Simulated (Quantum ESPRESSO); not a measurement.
Inputs of pw.x and gipaw.x (a modified build of Quantum ESPRESSO, PBE) for CaO; the starting potential comes from an earlier run on another mesh:

```
&CONTROL
  calculation = 'scf'
  prefix = 'x'
  pseudo_dir = './pseudo'
  outdir = './out'
  tprnfor = .true.
/
&SYSTEM
  ibrav = 0
  nat = 2
  ntyp = 2
  ecutwfc = 45
  ecutrho = 180
  occupations = 'fixed'
  nbnd = 8
/
&ELECTRONS
  conv_thr = 1e-11
  startingpot = 'file'
/
ATOMIC_SPECIES
Ca 40.078 Ca.GGA_PBE-JTH.UPF
O 15.999 O.GGA_PBE-JTH.UPF
CELL_PARAMETERS angstrom
    0.000000000000     2.408700000000     2.408700000000
    2.408700000000     0.000000000000     2.408700000000
    2.408700000000     2.408700000000     0.000000000000
ATOMIC_POSITIONS crystal
Ca     0.000000000000     0.000000000000     0.000000000000
O      0.500000000000     0.500000000000     0.500000000000
K_POINTS automatic
6 6 6 1 1 1
```

```
&INPUTGIPAW
  job = 'nmr'
  prefix = 'x'
  tmp_dir = './out/'
  restart_mode = 'from_scratch'
  pawproj(1) = .true.
  pawproj(2) = .true.
  use_nmr_macroscopic_shape = .false.
/
```

The cell was made here from an entry of the Crystallography Open Database (unchecked): atoms relaxed with PBE in the measured cell (PBE without dispersion, pw.x of Quantum ESPRESSO, symmetry kept).  Stability against distortions was not tested.

Task: Predict the shielding tensors that the run ends with.

Result: 
```
     Total NMR chemical shifts in ppm: ---------------------------------------
     (adopting the Simpson convention for anisotropy and asymmetry)-----------

     Atom  1  Ca  pos: (  0.000000  0.000000  0.000000)  Total sigma:         959.97
           959.9685         -0.0000         -0.0000
            -0.0000        959.9685         -0.0000
             0.0000         -0.0000        959.9685

     Ca      1    anisotropy:      0.00    eta:    0.0000
     Ca      1    sigma_11=    959.97
     Ca      1    sigma_22=    959.97
     Ca      1    sigma_33=    959.97

     Atom  2  O   pos: (  0.707107  0.707107  0.707107)  Total sigma:        -152.34
          -152.3373         -0.0000          0.0000
            -0.0000       -152.3373          0.0000
             0.0000          0.0000       -152.3373

     O       2    anisotropy:     -0.00    eta:    0.0000
     O       2    sigma_11=   -152.34
     O       2    sigma_22=   -152.34
     O       2    sigma_33=   -152.34
```
The printed anisotropy is 3/2 (σ_33 − σ_iso) in the program's own order; the axes are left out here. All sites are cubic, so the anisotropy vanishes by symmetry. Shieldings are absolute and leave out the bulk-susceptibility term; a larger σ means a smaller chemical shift. By our sweeps, such settings leave a few ppm in absolute σ. PBE places the empty d or f states of Ca too low, which is known to distort σ on and beside such ions.
